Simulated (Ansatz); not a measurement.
Input file for Ansatz (a first-principles code):

Ansatz 0.2 input:
```yaml
crystal:
  lattice:
    - [0.0, 3.0436571275, 3.0436571275]
    - [3.0436571275, 0.0, 3.0436571275]
    - [3.0436571275, 3.0436571275, 0.0]
  atoms:
    - { symbol: In, position: [0.0, 0.0, 0.0] }
    - { symbol: As, position: [0.75, 0.75, 0.75] }
kpoints:
  mp_grid: { grid: [20, 20, 20] }
hamiltonian:
  xc: pbesol
  pseudopotentials: { azcp: { folder: ./paw }, kind: paw }
scf:
  occupations: { method: fermi_dirac, width: 0.1 }
elastic: { mode: relaxed_ion, stencil: two_point, amplitude: 0.005, f_tol: 0.0005 }
```

Output (shortened):

```
Pseudopotential: In, paw, valence charge 13
Pseudopotential: As, paw, valence charge 15
Functional definition: PBEsol
Crystal: 2 atoms, lattice volume = 56.392 Å³
Basis set: ecut = 420 eV, 1067 PW (Γ), exchange–correlation on 60×60×60 points (8 copies of the dense FFT grid, shifted against one another)
Bands: 18, of which v1, the nominal top of the filled ones, is band 14 counted from 1 (13 counted from 0)
Symmetry: 24 space group operations
Space group: F-43m (ITA 216), of the structure as read, at distance tolerance 3.8e-5 Å
k-points: 256 of 8000 (time reversal used)
SCF 1 converged in 11 iterations: F = -10338.897175 eV  dr2 = 8.87e-16
Crystal: 2 atoms, lattice volume = 56.110 Å³
Symmetry: 8 space group operations
k-points: 641 of 8000 (time reversal used)
SCF 2 converged in 8 iterations: F = -10338.896818 eV  dr2 = 5.18e-14
Crystal: 2 atoms, lattice volume = 56.674 Å³
Basis set: ecut = 420 eV, 1091 PW (Γ), exchange–correlation on 60×60×60 points (8 copies of the dense FFT grid, shifted against one another)
SCF 3 converged in 5 iterations: F = -10338.896838 eV  dr2 = 2.80e-14
Crystal: 2 atoms, lattice volume = 56.392 Å³
Symmetry: 4 space group operations
k-points: 1166 of 8000 (time reversal used)
SCF 4 converged in 10 iterations: F = -10338.896922 eV  dr2 = 6.65e-14
relax step   1: F+E_penalty+E_count = -10338.89692196 eV  Δ(F+E_penalty+E_count) = +0.000e0 eV  max|allowed force component| = 3.743e-2 eV/Å  Δτ_max = 0.0000 Å  (10 SCF iters, accepted)
Crystal: 2 atoms, lattice volume = 56.392 Å³
SCF 5 converged in 8 iterations: F = -10338.896995 eV  dr2 = 6.92e-14
relax step   2: F+E_penalty+E_count = -10338.89699540 eV  Δ(F+E_penalty+E_count) = -7.344e-5 eV  max|allowed force component| = 1.812e-2 eV/Å  Δτ_max = 0.0038 Å  (8 SCF iters, accepted)
Crystal: 2 atoms, lattice volume = 56.392 Å³
SCF 6 converged in 7 iterations: F = -10338.897018 eV  dr2 = 3.67e-14
relax step   3: F+E_penalty+E_count = -10338.89701789 eV  Δ(F+E_penalty+E_count) = -2.249e-5 eV  max|allowed force component| = 1.040e-6 eV/Å  Δτ_max = 0.0012 Å  (7 SCF iters, accepted)
Crystal: 2 atoms, lattice volume = 56.392 Å³
SCF 7 converged in 3 iterations: F = -10338.897018 eV  dr2 = 4.08e-14
Crystal: 2 atoms, lattice volume = 56.392 Å³
SCF 8 converged in 10 iterations: F = -10338.896922 eV  dr2 = 6.66e-14
relax step   1: F+E_penalty+E_count = -10338.89692196 eV  Δ(F+E_penalty+E_count) = +0.000e0 eV  max|allowed force component| = 3.743e-2 eV/Å  Δτ_max = 0.0000 Å  (10 SCF iters, accepted)
Crystal: 2 atoms, lattice volume = 56.392 Å³
SCF 9 converged in 8 iterations: F = -10338.897018 eV  dr2 = 3.20e-14
relax step   2: F+E_penalty+E_count = -10338.89701789 eV  Δ(F+E_penalty+E_count) = -9.593e-5 eV  max|allowed force component| = 3.233e-6 eV/Å  Δτ_max = 0.0026 Å  (8 SCF iters, accepted)
Crystal: 2 atoms, lattice volume = 56.392 Å³
SCF 10 converged in 3 iterations: F = -10338.897018 eV  dr2 = 4.24e-14
SCF converged after 11 iterations
Free energy (F): -10338.897175 eV
Harris-Foulkes:  -10338.897175 eV  (|F-HF|=0.00e0)
Internal energy: -10338.896463 eV  (E = F + TS)
E sigma→0 (E₀):  -10338.896819 eV
Entropy (-TS):   -0.000712 eV (-0.356 meV/atom)
Fermi energy:    7.571668 eV
--- Per-component energies (eV) ---
  E_band       = -326.839363
  E_kinetic    = 316.600332
  E_local      = -3505.871621  (includes V_loc(G=0)·N_el)
  E_nonlocal   = -63.451660
  E_hartree    = 1740.034277
  E_xc         = -211.383592
  E_vxc        = -163.015083  (∫ρ·V_xc dr)
  E_paw        = -6109.535859  (= ΣΔE_a)
  E_vpaw       = -391.170032  (= ΣTr[D̂ρ^β])
  E_aug_tail   = 0.000146  (compensation charges beyond the density's cutoff)
  E_ewald      = -2506.490818
  E_core_change = 1.202334  (= ΣΔE_core)
  E_smearing   = -0.000712  (= −TS)
  E_closure    =  0.000000  (closes the sum)
  Σ components = -10338.897175   (vs F -10338.897175, Δ=0.00e0)
--- Forces (eV/Å), atoms counted from 1 ---
  atom   1  In     0.00000000     0.00000000     0.00000000
  atom   2  As     0.00000000     0.00000000     0.00000000
  max |Σ_I F_I| component: 2.31e-16 eV/Å
--- Stress (GPa, compression-positive) ---
        0.004829       0.000000       0.000000
        0.000000       0.004829       0.000000
        0.000000       0.000000       0.004829
  P = ⅓ Tr σ = 0.0048 GPa (0.048 kbar)
--- Band table (eV; the first three rows and the last of 256) ---
  k-point 0: bands = ["-27.7253", "-27.7253", "-27.7253", "-27.7181", "-27.7181", "-7.0188", "-7.0188", "-7.0188", "-6.8987", "-6.8987", "-4.4892", "6.8871", "7.2755", "7.2755", "7.2755", "11.1348", "11.1348", "11.1348"]
  k-point 1: bands = ["-27.7253", "-27.7253", "-27.7253", "-27.7181", "-27.7181", "-7.0221", "-7.0178", "-7.0178", "-6.8987", "-6.8987", "-4.4637", "6.3898", "7.2422", "7.2422", "7.6876", "11.1306", "11.1845", "11.1845"]
  k-point 2: bands = ["-27.7253", "-27.7253", "-27.7253", "-27.7181", "-27.7181", "-7.0314", "-7.0151", "-7.0151", "-6.8988", "-6.8988", "-4.3880", "5.6961", "7.1501", "7.1501", "8.1119", "11.1769", "11.3202", "11.3202"]
  k-point 255: bands = ["-27.7253", "-27.7253", "-27.7248", "-27.7180", "-27.7178", "-7.1718", "-6.9714", "-6.9482", "-6.9136", "-6.8911", "-2.4994", "1.6274", "4.3769", "4.4604", "11.3720", "11.4824", "12.1509", "13.2527"]
--- Elastic constants: 2 strain directions × 2 members + reference (group order 24) ---
  dense FFT box of the reference and of every strained cell: 30×30×30
  strains applied: 11, 23; error gains: componentwise 1.00 (the most a stress slope's error grows in a printed constant), spectral 1.73 (1 for all six strains …
  C = ∂σ_k/∂η_j (tension-positive GPa; Voigt order 11 22 33 23 13 12):
        78.642     44.114     44.114      0.000      0.000      0.000
        44.114     78.642     44.114      0.000      0.000      0.000
        44.114     44.114     78.642      0.000      0.000      0.000
         0.000      0.000      0.000     35.591      0.000      0.000
         0.000      0.000      0.000      0.000     35.591      0.000
         0.000      0.000      0.000      0.000      0.000     35.591
  reference stress σ⁰ (GPa):     -0.005     -0.005     -0.005      0.000      0.000      0.000
  moduli (Voigt/Reuss/Hill, GPa): K = 55.62/55.62/55.62   G = 28.26/24.98/26.62   E = 68.88   ν = 0.294
  mechanically stable: yes (min eigenvalue of sym C = 34.53 GPa)
  strain η (Voigt 11):  stress-route row diagonal C_11 = 78.64 GPa, energy-path curvature d²(F+E_count+ΔE)/dδ²/Ω₀ = 78.64 GPa
         δ    σ_11 (GPa)             F (eV)   n_scf  n_hpsi   n_pw
    -5.000e-3      -0.4004      -10338.8968184       8  227981   1119   relax 0 steps, max|allowed force component| 5.85e-17 eV/Å
     5.000e-3       0.3861      -10338.8968384       5  163997   1126   relax 0 steps, max|allowed force component| 4.47e-17 eV/Å
  strain η (Voigt 23):  stress-route row diagonal C_44 = 35.59 GPa, energy-path curvature d²(F+E_count+ΔE)/dδ²/Ω₀ = 35.60 GPa
         δ    σ_23 (GPa)             F (eV)   n_scf  n_hpsi   n_pw
    -5.000e-3      -0.1780      -10338.8970179       3  235580   1125   relax 3 steps, max|allowed force component| 1.04e-6 eV/Å
     5.000e-3       0.1780      -10338.8970179       3  235495   1125   relax 2 steps, max|allowed force component| 3.23e-6 eV/Å
```

Cost: roughly 10 core-minutes on shared cores.

Symmetry was held in the PBEsol relaxation. As this level gives no gap, shear constants depend on the k-mesh and smearing (Fermi–Dirac, 0.1 eV here). Scalar-relativistic: spin–orbit coupling is off unless named, which matters more the heavier the elements.

Potentials: the earlier of the program's two PAW sets. The files were generated under PBE; for other functionals the program regenerates the frozen cores, and for LDA and PBEsol the local potential too.

Ansatz is a plane-wave DFT program.
